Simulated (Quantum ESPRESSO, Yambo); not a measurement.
RbO2H3 (space group Cmc2_1, No. 36): static response along x against the Γ-centred k mesh (Yambo on LDA (pw.x of Quantum ESPRESSO, ONCV potentials, scalar-relativistic) bands; 103 bands, 3 Ry block). The smallest direct LDA gap is 4.29 eV. Axes are Cartesian, with cell vectors (Å) (2.11, -5.44, 0.00), (2.11, 5.44, 0.00), (0.00, 0.00, 5.94).

| k mesh | ε(0), independent particles | ε(0), RPA with local fields | rough Yambo cost |
|---|---|---|---|
| 2×2×1 | 2.78 | 2.59 | about 1/5 |
| 2×2×2 | 2.73 | 2.54 | about 1/2 |
| 4×4×4 | 2.69 | 2.50 | 1 |

The last step changes the RPA value by 1.7 %. Electronic response only; costs are rough.

Geometry of the Materials Project entry, not relaxed at this level; primitive cell a = 5.8325 Å, b = 5.8325 Å, c = 5.9398 Å, α = 90.00°, β = 90.00°, γ = 137.57°.

The structure is a Materials Project entry; no match was found in the copy of COD used, and its stability was not checked.
